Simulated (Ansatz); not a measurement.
**Structure search: one SiGe2 candidate**

Theory: Ansatz 0.2.0, DFT PBE, scalar-relativistic, plane waves, PAW. Cutoff 420 eV, Gaussian smearing, Γ-centred meshes. Cell and atoms relax first on a coarse mesh and then on a finer one. In between, the cell is made exact in the group found at 0.06 Å. In metals the finer mesh still leaves noise of several meV/atom or more. The steps can't lower the symmetry of their start. No spin polarisation.

A trial structure of SiGe2 was built thus: random cell by space group and Wyckoff sites (P6/mmm, No. 191). Lengths were set from tabulated atomic sizes, so they are only a guess.

```cif
data_structure
_symmetry_space_group_name_H-M 'P 1'
_symmetry_Int_Tables_number 1
_cell_length_a 4.1492
_cell_length_b 4.1492
_cell_length_c 4.4255
_cell_angle_alpha 90.000
_cell_angle_beta 90.000
_cell_angle_gamma 120.000
_cell_volume 65.98
loop_
_atom_site_label
_atom_site_type_symbol
_atom_site_fract_x
_atom_site_fract_y
_atom_site_fract_z
_atom_site_occupancy
Si1 Si 0.00000 0.00000 0.50000 1
Ge1 Ge 0.33333 0.66667 0.50000 1
Ge2 Ge 0.66667 0.33333 0.50000 1
```

Formation energies are uncorrected and refer to the elements' standard structures at the same level.

Task: Which structure results?

Result: The symmetry stays P6/mmm (No. 191). The volume per atom shrinks by 18.5 %, from 22.0 to 17.9 Å³. The shortest distance goes from 2.40 Å (Si–Ge and Ge–Ge) to 2.61 Å (Ge–Ge and Si–Si). The ratio c/a of the conventional cell changes by a factor of 0.50. The energy falls by about 1.0 eV/atom (the start's value is from the coarse mesh). Conventional cell: a = 4.877 Å, c = 2.609 Å. Si has 2 Si at 2.61 Å and 6 Ge at 2.82 Å; Ge is surrounded by 2 Ge at 2.61 Å, 3 Si at 2.82 Å and 3 Ge at 2.82 Å.

Space group P6/mmm (No. 191). a = 4.877 Å, b = 4.877 Å, c = 2.609 Å, α = 90.00°, β = 90.00°, γ = 120.00°
| atom | site | symmetry | x | y | z |
| --- | --- | --- | --- | --- | --- |
| Si | 1b | 6/mmm | 0.0000 | 0.0000 | 0.5000 |
| Ge | 2d | -6m2 | 0.3333 | 0.6667 | 0.5000 |

Task: How does it come out in energy, and is it a metal?

Result: The formation energy is +0.32 eV/atom and the gap on the 12×12×18 mesh of the 3-atom cell is 0 eV (a metal).

A positive value: parting into the elements would lower its energy.

The last run used Gaussian smearing of 0.10 eV. A later test with randomly moved atoms led to a structure 8 meV/atom lower, so this end is a saddle point or a shallow minimum. In all, the 4 runs took 2.1 min on 1 thread of Arm Neoverse V1, with other jobs on the host.
